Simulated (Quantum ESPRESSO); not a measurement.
## AlSiGeN3O (convergence and cost over cutoff and k mesh)

Computed values, not a measurement. The program is pw.x of Quantum ESPRESSO 7.5 (plane-wave density functional theory). The cell is made up: 7 atoms on a wurtzite lattice with one site empty, with randomly drawn elements, strain and displacements, not relaxed. PseudoDojo standard norm-conserving files (v0.5 for PBE, v0.4.1 for LDA and PBEsol) set the functional; there is no spin polarisation, spin-orbit coupling or dispersion term, and the masses in the input are unused placeholders.

Input of the run in row 4:

```
&control calculation='scf', pseudo_dir='./dojo.nc.sr.pbe.v0_5.standard.upf', outdir='./o', disk_io='medium', tprnfor=.true., tstress=.true. /
&system ibrav=0, nat=7, ntyp=5, nbnd=27, ecutwfc=84.00895049, nosym=.true., tot_charge=0,
 occupations='smearing', smearing='fd', degauss=0.0018374661
/
&electrons conv_thr=7.350e-09, electron_maxstep=60, /
ATOMIC_SPECIES
Al 1.0 Al.upf
Ge 1.0 Ge.upf
N 1.0 N.upf
O 1.0 O.upf
Si 1.0 Si.upf
CELL_PARAMETERS angstrom
2.9711 0.0179 -0.0216
0.031 5.3354 -0.0582
-0.0352 -0.0548 5.0082
ATOMIC_POSITIONS angstrom
Al 0.0168 -0.0233 0.0068
Si 1.4714 2.6938 -0.0531
Ge 1.4912 0.8723 2.5054
N -0.0318 -0.0293 1.9061
O 1.4855 2.6417 1.8592
N 1.437 0.8405 4.3999
N 0.0004 3.5109 4.373
K_POINTS automatic
6 4 4 1 1 1
```

The same cell was run at these settings. Meshes are shifted by half a step, and differences are from the last row, which is itself not exact.

```
cutoff (eV)     k mesh  k points solved  threshold (eV)  free energy less the last row's (eV)  pressure (GPa)  largest stress difference (GPa)  largest force difference (eV/Å)  iterations  wall time (s)  k-point pools              processor
        800  2 x 2 x 2                4           1e-04                                 0.080          -24.00                            25.99                            0.276           8             23              1  AMD EPYC, Zen 5 class
       1143  2 x 2 x 2                4           1e-07                                -0.970           -4.25                             6.33                            0.277          12             42              1  AMD EPYC, Zen 5 class
        618  6 x 4 x 4               48           1e-07                                16.704         -180.79                           178.01                            0.351          11            123              1  AMD EPYC, Zen 5 class
       1143  6 x 4 x 4               48           1e-07                                -0.001           -3.44                             0.02                            0.004          12            289              1  AMD EPYC, Zen 5 class
       1437  8 x 6 x 6              144           1e-07                                 0.000           -3.44                             0.00                            0.000          12            571              1  AMD EPYC, Zen 5 class
```

Each pool is one process. Wall times include start-up and a band step at six k points, which weighs most on the coarsest meshes. The runs were on shared virtual cores whose load varied, so times are rough.